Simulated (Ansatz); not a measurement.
## Vibrational response of Si at 8 GPa

Computed with DFT LDA, scalar-relativistic, plane waves, PAW (Ansatz 0.2.0). Plane waves to 420 eV; Γ-centred k mesh 12×12×12; fixed occupations. No spin polarisation. Phonons by linear response, acoustic sum rule imposed.

The cell, relaxed at 8 GPa:
```xyz
2
Lattice="0.0000 2.6376 2.6376 2.6376 0.0000 2.6376 2.6376 2.6376 0.0000" Properties=species:S:1:pos:R:3 pbc="T T T"
Si    2.6376    2.6376    2.6376
Si    3.9564    3.9564    3.9564
```

At this pressure the crystal is close to a known change of phase. The bands were filled as in an insulator; under compression the gap may have closed between mesh points.

Optical modes at Γ (transverse, no macroscopic field); i marks an imaginary frequency:
| frequency (THz) | degeneracy | IR intensity of the level ((D/Å)²/amu) |
| --- | --- | --- |
| 16.51 | 3 | 0.00 |

All 3 optical modes at Γ are real: no displacement of atoms at fixed cell lowers the energy to second order. Strains and modes at other wave vectors aren't tested by this run.

```
Electronic dielectric constant ε∞ (principal values) : 13.11
Static dielectric constant ε0 (principal values)     : 13.1
Refractive index √ε∞, mean                           : 3.62
Kohn–Sham gap on the mesh                            : 0.31 eV
Cost                                                 : 41 s on 1 thread of Intel(R) Xeon(R) Platinum 8375C CPU @ 2.90GHz (Ice Lake) (shared host), peak memory 0.63 GiB
```

Born effective charges (e):
```json
{"atom": "Si (atom 1)", "Z*xx": "0.00", "Z*yy": "0.00", "Z*zz": "0.00", "mean": "0.00"}
```